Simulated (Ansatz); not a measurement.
Al: from a starting cell to a relaxed one

The start is a randomly generated symmetric cell of Al (space group No. 47). The structure is fully relaxed (lattice and positions, P = 0) with PBE (plane waves to 420 eV, PAW, scalar-relativistic; Ansatz, an electronic-structure program). First-step values are on the input's coarse k-mesh.

Ansatz input (later rounds restart from its end on a renewed k-mesh):
Ansatz 0.2 input:
```yaml
crystal:
  lattice:
    - [2.4067982, 0, 0]
    - [0, 2.5900518, 0]
    - [0, 0, 2.8994298]
  atoms:
    - { symbol: Al, position: [0.5, 0.5, 0.5] }
basis: { ecutwfc: 420, ecutrho_ratio: 4, xc_grid: 2, fft_grid_basis: typed }
kpoints: { mp_grid: { grid: [13, 12, 11] } }
hamiltonian:
  xc: pbe
  dispersion: none
  pseudopotentials: { azcp: { folder: ./paw }, kind: paw }
scf: { occupations: { method: fermi_dirac, width: 0.05 } }
relax: { f_tol: 0.01, max_steps: 100, cell: { stress_tol: 0.02 } }
output: { forces: true, stress: true }
```

```yaml
initial_pressure: "+12.3 GPa (positive: the cell is compressed)"
outcome: The space group goes from Pmmm (No. 47) to Pm-3m (No. 221); the end is AFLOW prototype A_cP1_221_a (A_h), with 1 atom in the primitive cell
energy_released: 0.24 eV/atom
volume_change: +11.4 %, from 18.07 to 20.13 Å³/atom
Shortest distances (start → end): "The closest pairs of elements (up to four, under 3.6 Å), start → end: Al–Al 2.41 → 2.72 Å"
band_gap_at_the_end: zero (metallic)
optimiser_moves: 10
```

The end point of the relaxation:

```cif
data_Al
_chemical_formula_sum 'Al1'
_space_group_name_H-M_alt 'Pm-3m'
_space_group_IT_number 221
_space_group_name_Hall '-P 4 2 3'
_cell_length_a 2.72031
_cell_length_b 2.72031
_cell_length_c 2.72031
_cell_angle_alpha 90.000
_cell_angle_beta 90.000
_cell_angle_gamma 90.000
loop_
_atom_site_label
_atom_site_type_symbol
_atom_site_symmetry_multiplicity
_atom_site_Wyckoff_symbol
_atom_site_fract_x
_atom_site_fract_y
_atom_site_fract_z
_atom_site_occupancy
Al1 Al 1 b 0.50000 0.50000 0.50000 1
```

Final values are on a 17×17×17 k-mesh of the relaxed cell. No spin polarisation in the result.

The run could not lose the symmetry of its start: the end is stationary, and may be a saddle point rather than a minimum.

The relaxed structure here is a generated cell of Al: the first start was made by a random draw of sites in a space group, and the end was not matched to a known phase here, so it may be hypothetical. Known forms of Al include space group No. 225.
